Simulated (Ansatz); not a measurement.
# Zr$_{2}$C: computed property card

Zr2C:
```yaml
crystal:
  lattice:
    - [3.60160, 0.00000, 0.00000]
    - [0.00000, 3.60160, 0.00000]
    - [0.00000, 0.00000, 6.90337]
  atoms:
    - { symbol: Zr, position: [0.00000, 0.00000, 0.00000] }
    - { symbol: Zr, position: [0.50000, 0.50000, 0.00000] }
    - { symbol: Zr, position: [0.50000, 0.00000, 0.36982] }
    - { symbol: Zr, position: [0.00000, 0.50000, 0.63018] }
    - { symbol: C, position: [0.50000, 0.00000, 0.72923] }
    - { symbol: C, position: [0.00000, 0.50000, 0.27077] }
```

Space group P4/nmm (No. 129); conventional cell a = b = 3.6016 Å, c = 6.9034 Å, α = β = γ = 90.00°.

Method: PBEsol (plane waves, PAW; program Ansatz). Geometry: relaxed at this level of theory. Other levels are named where they apply.

### Cell and energy

```json
{
 "volume_per_atom": "14.92 Å³",
 "density": "7.21 g/cm³",
 "Formation energy from the elements (no fitted shifts)": "-0.008 eV/atom"
}
```

### Electronic structure

```json
{
 "electronic_character": "metallic (no gap)",
 "Density of states at the Fermi level": "0.36 states/eV per atom (mean over ±0.08 eV)",
 "Gap with spin–orbit coupling": "none (metallic)"
}
```

### Mechanics

```json
{
  "Bulk modulus (Birch–Murnaghan fit)": "169 GPa",
  "Pressure derivative B′": "4.2"
}
```

### Phonons

```json
{
 "highest_zone_centre_frequency": "51.1 meV",
 "zone_centre_stability": "no imaginary mode at Γ"
}
```

A made-up cell: these elements were put on the sites of a structure type; neither database checked (COD, Materials Project) lists it. Its standing as an ambient phase is unchecked. Symmetry was held in the PBEsol relaxation. No spin polarisation was allowed. As this level gives no gap, phonon frequencies hold no LO–TO term and depend on the k-mesh and smearing (Fermi–Dirac, 0.1 eV here). The references are the lowest solids computed at this level, not always the standard phases. Spin–orbit coupling is left out wherever it is not named.

Potentials: the later of the program's two PAW sets.
